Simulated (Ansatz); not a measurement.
BeS:
```xyz
6
Lattice="3.4520 0.0000 0.0000 -1.7260 2.9895 0.0000 0.0000 0.0000 7.8114" Properties=species:S:1:pos:R:3 pbc="T T T"
Be     1.7260     0.0000     3.9057
Be    -0.8630     1.4947     1.3019
Be     0.8630     1.4947     6.5095
S      1.7260     0.0000     0.0000
S     -0.8630     1.4947     5.2076
S      0.8630     1.4947     2.6038
```

Relaxed with PBE. Special points in fractions of this cell's reciprocal vectors: Γ (0.000, 0.000, 0.000); M (0.500, 0.000, 0.000); K (0.333, 0.333, 0.000); A (0.000, 0.000, 0.500); L (0.500, 0.000, 0.500); H (0.333, 0.333, 0.500).

Q: List the band energies nearest the valence-band maximum at these points for the program Ansatz at the PBE level (PAW).

A: In eV from the valence-band maximum; about four levels below and three above (degenerate sets whole), none deeper than 8.9 eV; points with the same levels are listed once.

```csv
k,below,above
Γ,-0.65 -0.65 -0.31 0.00,4.02 4.02 4.73
M,-2.18 -2.17 -1.73 -1.63,2.67 2.92 3.84
K,-3.89 -3.89 -2.47 -1.68 -1.68,4.01 4.25 4.25
A,-0.71 -0.45 -0.45 -0.38,3.51 5.08 5.08
L,-2.42 -1.99 -1.62 -1.28,3.22 3.83 4.02
H,-3.23 -3.23 -2.58 -1.21,4.42 4.99 5.91 5.91
```

Space group P6_222. The cell is a constructed one: a structure type filled with these elements; neither database checked (COD, Materials Project) lists it. COD files the formula under space group No. 216, so this cell is another polymorph or a model. Its standing as an ambient phase is unchecked. The PBE relaxation kept the symmetry of its start; its stability against distortions is not shown here.

Potentials: the later of the program's two PAW sets.
